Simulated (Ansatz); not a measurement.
Relaxed P (space group Cmce):

```yaml
crystal:
  lattice:
    - [1.65499, -5.08255, 0.00000]
    - [1.65499, 5.08255, 0.00000]
    - [0.00000, 0.00000, 4.12372]
  atoms:
    - { symbol: P, position: [0.89349, 0.10651, 0.42917] }
    - { symbol: P, position: [0.10651, 0.89349, 0.57083] }
    - { symbol: P, position: [0.60651, 0.39349, 0.92917] }
    - { symbol: P, position: [0.39349, 0.60651, 0.07083] }
```

The atoms are displaced by Q × the pattern below (from a DFPT mode at Γ, largest move 1; Q in Å), at fixed cell.

| atom | x | y | z |
|---|---|---|---|
| P1 | 0.000 | -1.000 | 0.000 |
| P2 | 0.000 | -1.000 | 0.000 |
| P3 | 0.000 | 1.000 | 0.000 |
| P4 | 0.000 | 1.000 | 0.000 |

Method: LDA (plane waves to 420 eV, PAW, scalar-relativistic; Ansatz, a program for electronic structure). k mesh 15×15×11 (Γ-centred), Fermi-Dirac smearing 0.05 eV. Energies are smeared free energies. With partly filled bands, energies and forces of such displacements shift with the k mesh and the smearing. P was relaxed with its symmetry unable to fall. The relaxed volume of P is well below the measured one. ΔE is measured from the undisplaced structure. The last digit holds for this mesh only.

| Q (Å) | ΔE (meV/cell) |
|---|---|
| -0.1000 | 29.22 |
| -0.0833 | 18.48 |
| -0.0667 | 10.73 |
| -0.0500 | 5.47 |
| -0.0333 | withheld |
| -0.0167 | 0.52 |
| 0.0000 | 0.00 |
| 0.0167 | 0.52 |
| 0.0333 | withheld |
| 0.0500 | 5.47 |
| 0.0667 | 10.73 |
| 0.0833 | 18.48 |
| 0.1000 | 29.22 |

Question: Fit an even polynomial form (powers 2, 4, 6) to the given rows and predict ΔE at Q = -0.0333.

Answer: Least squares on the 11 given rows: ΔE = (1867)·Q² + (135800)·Q⁴ + (-3036000)·Q⁶, in meV/cell with Q in Å; root-mean-square residual 0.006 meV/cell. At -0.0333 the fit gives 2.23 meV/cell; the calculation gives 2.22 meV/cell, so the interpolation is off by 0.01 (+0.5 %). The quadratic term alone would give 2.07 meV/cell.

(For displaced atoms, the force is minus the slope of the energy, and its curvature is a force constant, which sets phonon frequencies.)
